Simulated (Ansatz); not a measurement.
What DFT gives for Y₂As₃

```
As Y
1.0
     2.25447    3.90486    0.00000
    -2.25447    3.90486    0.00000
     0.00000    0.00000    6.95238
As Y
3 2
Cartesian
  0.0000 0.0000 0.0000
  -0.0002 2.6034 4.5107
  0.0002 5.2063 2.4417
  -0.0002 2.6034 1.6839
  0.0002 5.2063 5.2685
```

Method: r2SCAN, no spin polarisation; PAW, plane waves to 500 eV, 9×9×5 Γ-centred mesh, fermi-dirac occupations (width 0.1 eV) (Ansatz 0.2.0), atoms fixed.

(1) Give the Bader charges.

(2) Is there a gap?

(3) Where is the largest force?

(4) Is the cell too large or too small?

Origin: a known structure type with other elements, at an estimated volume, so it need not be a known compound. Caveats: many states at the Fermi level without spin polarisation, so a magnetic state may lie lower.

## Answers

(1) Bader charges in e: Y +1.75, As -1.25 to -1.12. In the mean Y gives up most and As takes most.

(2) It is a metal, with about 4.2 states/eV a cell as the mean within 0.25 eV of the Fermi level, mostly As p (74 %) and Y d (22 %).

(3) The largest is on Y5 (and as large on other atoms): 1.48 eV/Å, components (0.00, 0.00, 1.48). It makes 106° with the line to a nearest neighbour, As2 at 2.71 Å.

(4) The pressure is 5.4 GPa (compression positive), so with the atoms held at these fractions the cell would first expand; the forces are large, so a full relaxation may end otherwise. The principal stresses 4.2, 6.0, 6.0 GPa differ, so its shape would change too.
